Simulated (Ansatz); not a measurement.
AgRh (L1₀ or tetragonal B2, space group No. 123), the program Ansatz at the r²SCAN level (PAW), all energies at zero smearing, with the estimated change up to a 700 eV cutoff added, with one set of potentials and settings (totals compare only within such a set). Cell of 2 atoms (1 Rh, 1 Ag): -14018.614 eV.

```tsv
element	reference phase	E (eV/atom)
Rh	Fm-3m, 1 atoms in the cell	-6415.3179
Ag	R-3m, 3 atoms in the cell	-7604.0048
```

Formation energy per atom, worked out: (-14018.614 − 1×(-6415.3179) − 1×(-7604.0048))/2 = 0.354 eV/atom (34 kJ per mol of atoms), at 0 K, without zero-point energy or fitted corrections.

Space group P4/mmm (L1₀ or tetragonal B2). The start of the workflow was typed in or built on a structure type; neither database checked (COD, Materials Project) lists it. Whether it is the stable phase at ambient conditions was not checked. Symmetry was held in the r²SCAN relaxation; its stability against distortions is not shown here. The run is not spin-polarised. Its formation energy is positive at this level, so the cell may be metastable or incomplete. The references are the lowest solids computed at this level, not always the standard phases.

Potentials: the earlier of the program's two PAW sets.
